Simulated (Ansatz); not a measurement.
Here is the system:

ZrPt:
```
ZrPt
1.0
    1.69113    -5.11490     0.00000
    1.69113     5.11490     0.00000
    0.00000     0.00000     4.23602
Zr Pt
2 2
Cartesian
  1.69113  -3.66699   3.17702
  1.69113   3.66699   1.05901
  1.69113  -0.93747   3.17702
  1.69113   0.93747   1.05901
```

This is the LDA-relaxed structure.

All from LDA (plane waves, PAW; program Ansatz), unless another level is named. Estimate the bulk modulus (Birch–Murnaghan fit).

188 GPa.

And the highest zone-centre frequency?

24.6 meV.

Space group Cmcm. The workflow started from a Materials Project entry (that database holds measured and hypothetical structures alike); the Crystallography Open Database copy checked does not list it. COD files the formula under space group No. 221, so this cell is another polymorph or a model. Its standing as an ambient phase is unchecked. The LDA relaxation kept the symmetry of its start; of distortions, only those at the zone centre were tested. The run is not spin-polarised. Spin–orbit coupling is left out wherever it is not named.

Potentials: the later of the program's two PAW sets.
